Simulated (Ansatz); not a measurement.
Al2O3:
```
CELL_PARAMETERS angstrom
      2.37947     1.37379     4.33182
     -2.37947     1.37379     4.33182
      0.00000    -2.74757     4.33182
ATOMIC_POSITIONS crystal
  Al 0.35191 0.35191 0.35191
  Al 0.14809 0.14809 0.14809
  Al 0.64809 0.64809 0.64809
  Al 0.85191 0.85191 0.85191
  O  0.55636 0.94364 0.25000
  O  0.25000 0.55636 0.94364
  O  0.94364 0.25000 0.55636
  O  0.44364 0.05636 0.75000
  O  0.75000 0.44364 0.05636
  O  0.05636 0.75000 0.44364
```

Tensor components refer to the Cartesian frame of this cell.

Problem. Give the high-frequency dielectric tensor and the Born effective charge tensors of the independent atoms from DFPT, the program Ansatz at the r²SCAN level (PAW).

Solution. 
ε∞:
```
3.07  0.00  0.00
0.00  3.07  0.00
0.00  0.00  3.04
```
Z* of atom 1 (Al), rows: field, columns: displacement, in e:
```
 2.98  -0.03   0.00
 0.03   2.98   0.00
 0.00   0.00   2.95
```
Z* of atom 5 (O), rows: field, columns: displacement, in e:
```
-2.08   0.00   0.00
 0.00  -1.89   0.26
 0.00   0.35  -1.97
```

Static charges for comparison (Bader): Al1 +2.59, O5 -1.73 e. Born charges measure polarisation by displacement and can exceed these by far.

Space group R-3c (corundum). The r²SCAN relaxation kept the symmetry of its start.

Potentials: the later of the program's two PAW sets.
